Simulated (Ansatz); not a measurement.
# TiC: from a starting cell to a relaxed one

The start is a randomly generated symmetric cell of TiC (space group No. 3). The cell and all atomic positions are relaxed at zero pressure with PBEsol (plane waves to 420 eV, PAW, scalar-relativistic; Ansatz, a program for electronic structure). The first steps use a coarse 7×10×5 k-mesh.

Initial structure:
```
CELL_PARAMETERS angstrom
      3.68214     0.00000     0.00000
      0.00000     2.40353     0.00000
     -1.45232     0.00000     4.81812
ATOMIC_POSITIONS crystal
  C  0.57034 0.41316 0.64692
  C  0.42966 0.41316 0.35308
  Ti 0.00000 0.02702 0.50000
  Ti 0.00000 0.13073 0.00000
```

### Question
How large is the pressure on the unrelaxed cell, and of which sign?

### Answer
+8 GPa (positive: the cell is compressed).

### Question
Does the structure survive the relaxation? Give the final space group.

### Answer
The space group goes from P2 (No. 3) to Pmmm (No. 47), with 4 atoms in the primitive cell.

### Question
How does the volume per atom move from start to end?

### Answer
-0.6 %, from 10.66 to 10.59 Å³/atom.

### Question
What band gap does the relaxed structure have at this level?

### Answer
Zero (metallic).

### Question
What does it relax into? Give the structure.

### Answer

```cif
data_C2Ti2
_chemical_formula_sum 'C2 Ti2'
_space_group_name_H-M_alt 'Pmmm'
_space_group_IT_number 47
_space_group_name_Hall '-P 2 2'
_cell_length_a 2.92437
_cell_length_b 3.13270
_cell_length_c 4.62498
_cell_angle_alpha 90.000
_cell_angle_beta 90.000
_cell_angle_gamma 90.000
loop_
_atom_site_label
_atom_site_type_symbol
_atom_site_symmetry_multiplicity
_atom_site_Wyckoff_symbol
_atom_site_fract_x
_atom_site_fract_y
_atom_site_fract_z
_atom_site_occupancy
C1 C 2 t 0.50000 0.50000 0.34159 1
Ti1 Ti 1 c 0.00000 0.00000 0.50000 1
Ti2 Ti 1 e 0.00000 0.50000 0.00000 1
```

Final values are on a 16×15×10 k-mesh of the relaxed cell. No spin polarisation in the result.

The run could not lose the symmetry of its start; a randomly shaken copy of 8 atoms returns to this structure.

The relaxed structure here is a generated cell of TiC: the first start was made by a random draw of sites in a space group, and the end was not matched to a known phase here, so it may be hypothetical. Known forms of TiC include space group No. 225.
